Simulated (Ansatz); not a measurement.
**¹⁷O NMR of the central transition in NaMgScS3O12**

Cell: a Materials Project structure (computed, not necessarily an observed phase), atoms as given.

Space group R3c:H (No. 161); a = 8.7297, c = 22.9930 Å, γ = 120.00°.

| site | Wyckoff | site symmetry | x | y | z |
| --- | --- | --- | --- | --- | --- |
| Na | 6a | 3. | 0.0000 | 0.0000 | 0.4979 |
| Mg | 6a | 3. | 0.0000 | 0.0000 | 0.3511 |
| Sc | 6a | 3. | 0.0000 | 0.0000 | 0.6483 |
| S | 18b | 1 | 0.9604 | 0.3370 | 0.5842 |
| O13 | 18b | 1 | 0.2104 | 0.0268 | 0.3028 |
| O19 | 18b | 1 | 0.7899 | 0.9737 | 0.6977 |
| O25 | 18b | 1 | 0.0228 | 0.8268 | 0.4098 |
| O31 | 18b | 1 | 0.9768 | 0.1744 | 0.5897 |

One atom of each set is listed; the run and its k-mesh use a cell of 36 atoms with edges of 9.17, 9.17, 9.17 Å.

Level of theory: DFT, r2SCAN, plane waves and PAW, scalar-relativistic, 500 eV cutoff, Γ-centred 3×3×3 k-points, Fermi–Dirac smearing 0.02 eV (Ansatz 0.2.0).

¹⁷O has I = 5/2 and Q = -25.58 mb (Pyykkö 2018); at 9.4 T its Larmor frequency is ν₀ = 54.3 MHz. Only the quadrupole interaction is simulated: positions count from each site's isotropic chemical shift, and J coupling is left out, as are shift anisotropy and dipolar coupling, which fast spinning averages.

Question: Give C_Q, η, the quadrupolar product P_Q = |C_Q|(1 + η²/3)^½, the second-order isotropic shift and the breadth of the pattern (fast magic-angle spinning) for each O site.

Answer: 

```json
{"site": "O13", "first shell": "1 S at 1.46 Å, 1 Mg at 2.06 Å, angle 154°", "C_Q (MHz)": "-8.78", "η": "0.08", "P_Q (MHz)": "8.79", "δ_QIS (ppm)": "-158", "breadth (kHz)": "18.8"}
{"site": "O19", "first shell": "1 S at 1.49 Å, 1 Sc at 2.07 Å, angle 154°", "C_Q (MHz)": "-8.93", "η": "0.05", "P_Q (MHz)": "8.93", "δ_QIS (ppm)": "-162", "breadth (kHz)": "19.2"}
{"site": "O25", "first shell": "1 S at 1.47 Å, 1 Mg at 2.11 Å, angle 147°; also 1 Na at 2.59 Å", "C_Q (MHz)": "-8.88", "η": "0.13", "P_Q (MHz)": "8.91", "δ_QIS (ppm)": "-162", "breadth (kHz)": "19.5"}
{"site": "O31", "first shell": "1 S at 1.50 Å, 1 Sc at 2.12 Å, angle 145°; also 1 Na at 2.67 Å", "C_Q (MHz)": "-9.01", "η": "0.14", "P_Q (MHz)": "9.04", "δ_QIS (ppm)": "-166", "breadth (kHz)": "20.1"}
```

δ_QIS = −(ν_Q²/30ν₀²)[I(I+1) − 3/4](1 + η²/3) × 10⁶ ppm with ν_Q = 3|C_Q|/[2I(2I−1)]; it falls as 1/B₀² in ppm, and the breadth as 1/B₀ in kHz.

The broadest static pattern spans 52 kHz. The table holds for spinning faster than that; slower spinning leaves sidebands.

At O13, O19, O25 and O31 V_zz points along the shorter of its two bonds, to S (within 2°) in each case.

The largest force is 0.4 eV/Å, so the atoms aren't at the calculated equilibrium and relaxing them would move these values.
